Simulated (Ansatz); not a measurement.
Ansatz (a quantum-chemistry and plane-wave program) input:

Ansatz 0.2 input:
```yaml
crystal:
  lattice:
    - [-1.7207787438, 1.7207787438, 5.8574945166]
    - [1.7207787438, -1.7207787438, 5.8574945166]
    - [1.7207787438, 1.7207787438, -5.8574945166]
  atoms:
    - { symbol: Ta, position: [0.9992854923, 0.9992854923, 0.0] }
    - { symbol: Ta, position: [0.7492854923, 0.2492854923, 0.5] }
    - { symbol: As, position: [0.4167145077, 0.4167145077, 0.0] }
    - { symbol: As, position: [0.1667145077, 0.6667145077, 0.5] }
kpoints:
  mp_grid: { grid: [17, 17, 17] }
hamiltonian:
  xc: r2scan
  pseudopotentials: { kind: paw }
scf:
  occupations: { method: gaussian, width: 0.05 }
checkpoint: { read: metal.run }
output: { bader: true, populations: true }
```

Output (shortened):

```
basis.fft_grid_basis auto: the FFT boxes are laid along the combinations [[1, 0, 1], [0, 1, 1], [0, 0, 1]] of the cell's own vectors, 3.442, 3.442 and 6.343 Å …
Pseudopotential: Ta, paw, valence charge 13
Pseudopotential: As, paw, valence charge 15
Functional definition: r2SCAN
Crystal: 4 atoms, lattice volume = 69.378 Å³
Basis set: ecut = 500 eV, 1753 PW (Γ), FFT grids on a1+a3, a2+a3, a3, exchange–correlation on 108×108×192 points (64 copies of the dense FFT grid, shifted against one another)
Bands: 34, of which v1, the nominal top of the filled ones, is band 28 counted from 1 (27 counted from 0)
Symmetry: 8 space group operations
Space group: I41md (ITA 109), of the structure as read, at distance tolerance 4.1e-5 Å
k-points: 405 of 4913 (time reversal used)
Stability of the state it starts from, as read at its close in the unpolarized treatment …
iter 1 solved again at ethr=8.27e-9 eV; its pass at ethr=3.10e-3 eV (dr2=4.63e-6 eV) is discarded
SCF iter   1: F=—  HF=-29620.343689 eV  |F-HF|=—  |Δ(HF+E_count)|=         —  Δρ=1.76e-7  dr2=1.93e-11  dr2_τ=6.77e-13  ethr=8.27e-9  ⟨swp⟩=4.0  Hψ=98036  notcnv=0
preconditioner: auto → Kerker (q_TF=auto, 2.633 Å⁻¹)
SCF iter   2: F=-29620.343689 eV  HF=-29620.343689 eV  |F-HF|=3.64e-12  |Δ(HF+E_count)|=   2.75e-8  Δρ=8.82e-8  dr2=7.12e-12  dr2_τ=5.46e-13  ethr=1.00e-12  ⟨swp⟩=6.1  Hψ=48349  notcnv=0
SCF 1 converged in 2 iterations: F = -29620.343689 eV  dr2 = 7.12e-12
SCF converged after 2 iterations
Free energy (F): -29620.343689 eV
Harris-Foulkes:  -29620.343689 eV  (|F-HF|=3.64e-12)
Internal energy: -29620.343339 eV  (E = F + TS)
E sigma→0 (E₀):  -29620.343514 eV
Entropy (-TS):   -0.000349 eV (-0.087 meV/atom)
Fermi energy:    17.080818 eV
--- Per-component energies (eV) ---
  E_band       = -596.943839
  E_kinetic    = 945.711063
  E_local      = -4041.484540  (includes V_loc(G=0)·N_el)
  E_nonlocal   = -1309.985638
  E_hartree    = 2099.527335
  E_xc         = -560.520624
  E_vxc        = -617.165008  (∫ρ·V_xc dr)
  E_paw        = -20543.301125  (= ΣΔE_a)
  E_vpaw       = 195.837796  (= ΣTr[D̂ρ^β])
  E_aug_tail   = 0.000156  (compensation charges beyond the density's cutoff)
  E_vtau       = 31.087746  (kinetic-family band-sum trace: ∫τ·v_τ [+ j·A + Jᵃ·Aᵃ] dr)
  E_ewald      = -6205.862589
  E_core_change = -4.427376  (= ΣΔE_core)
  E_smearing   = -0.000349  (= −TS)
  E_closure    = 0.000000  (closes the sum)
  Σ components = -29620.343689   (vs F -29620.343689, Δ=0.00e0)
  [band-id]    e_kinetic+e_local+e_nonlocal+2·e_hartree+e_vxc+e_vpaw+e_augmentation_tail+e_vtau = -596.943757   (vs E_band -596.943839, Δ=8.27e-5)
--- Band table (eV; the first three rows and the last of 405) ---
  k-point 0: bands = ["-53.2134", "-53.2017", "-19.5439", "-19.5439", "-19.4893", "-19.4867", "-19.4612", "-19.4612", "-19.4475", "-19.4455", "-19.4441", "-19.4324", "-19.1404", "-19.0432", "-19.0432", "-18.9419", "-18.9419", "-18.8781", "2.3507", "4.9837", …
  k-point 1: bands = ["-53.2130", "-53.2015", "-19.5478", "-19.5475", "-19.4864", "-19.4843", "-19.4665", "-19.4628", "-19.4489", "-19.4442", "-19.4415", "-19.4326", "-19.1383", "-19.0486", "-19.0445", "-18.9481", "-18.9421", "-18.8771", "2.4480", "5.0226", …
  k-point 2: bands = ["-53.2117", "-53.2008", "-19.5580", "-19.5524", "-19.4890", "-19.4816", "-19.4719", "-19.4673", "-19.4504", "-19.4436", "-19.4365", "-19.4326", "-19.1286", "-19.0638", "-19.0487", "-18.9654", "-18.9438", "-18.8747", "2.7303", "5.1248", …
  k-point 404: bands = ["-53.2075", "-53.2074", "-19.5548", "-19.5544", "-19.4833", "-19.4824", "-19.4542", "-19.4471", "-19.4456", "-19.4430", "-19.4400", "-19.4382", "-19.0866", "-19.0741", "-19.0092", "-19.0078", "-18.9209", "-18.9139", "3.4373", "3.4456", …
--- Löwdin populations: 4 sites ---
  site symbol       q [e]
     0     Ta     12.6723
     1     Ta     12.6723
     2     As     15.1952
     3     As     15.1952
  spilling = 0.004734 (of n_electrons = 56.000000)
--- Bader charges: 4 sites ---
  site symbol  charge [e]  shift [e]
     0     Ta      1.2090     0.0046
     1     Ta      1.2090     0.0046
     2     As     -1.2090     0.0046
     3     As     -1.2090     0.0046
  shift: an alarm, by how much a part of what the PAW files miss would move the charge. Where it is large, compare
  with a run on PAW files of another source; a small one proves nothing
  estimated error of the sums over rays = 9.3e-4 e
```

Cost: very roughly 5 core-minutes on shared cores.

Space group I4_1md. Symmetry was held in the r²SCAN relaxation. The run is not spin-polarised. A small band overlap can be real or an error of a semilocal functional. Scalar-relativistic: spin–orbit coupling is off unless named, which matters more the heavier the elements.

Potentials: the later of the program's two PAW sets.

Ansatz is a plane-wave DFT program.
